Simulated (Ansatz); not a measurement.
Data:

Starting cell, GaP (zinc blende):

```
CELL_PARAMETERS angstrom
      0.00000     2.75302     2.75302
      2.75302     0.00000     2.75302
      2.75302     2.75302     0.00000
ATOMIC_POSITIONS crystal
  P  0.75000 0.75000 0.75000
  Ga 0.00000 0.00000 0.00000
```

In each cell atom 2 (Ga, nearest neighbour P at 2.384 Å; its periodic images, 3.9 Å or more away, move with it) moves by s·(0.707, 0.707, 0.000) (along Cartesian [110]), the rest being held.

Calculation: PBE (plane waves to 420 eV, PAW, scalar-relativistic; Ansatz, a quantum-chemistry and plane-wave program). k mesh 8×8×8 (Γ-centred), Fermi-Dirac smearing 0.05 eV. The energy includes the smearing's −TS. As the smearing reaches across the gap at some points, energies and forces of such displacements shift with the k mesh and the smearing. GaP was relaxed with its symmetry unable to fall. ΔE is measured from the undisplaced structure.

The scan covers s from -0.720 to 0.720 Å in 11 points.

Task: Is this a single well or a double well?

Result: A single well with its minimum at or next to zero displacement.

Task: Is the energy the same for equal positive and negative displacements?

Result: Even: the same for both signs. With its periodic images moving along, the atom's site symmetry in this cell is -43m.

Task: What force acts on the atom along the line at s = -0.720 Å?

Result: 8.30 eV/Å.

Task: What is the force constant k = d²E/ds² of this move at s = 0?

Result: 9.37 eV/Å².

(For displaced atoms, the force is minus the slope of the energy, and its curvature is a force constant, which sets phonon frequencies.)
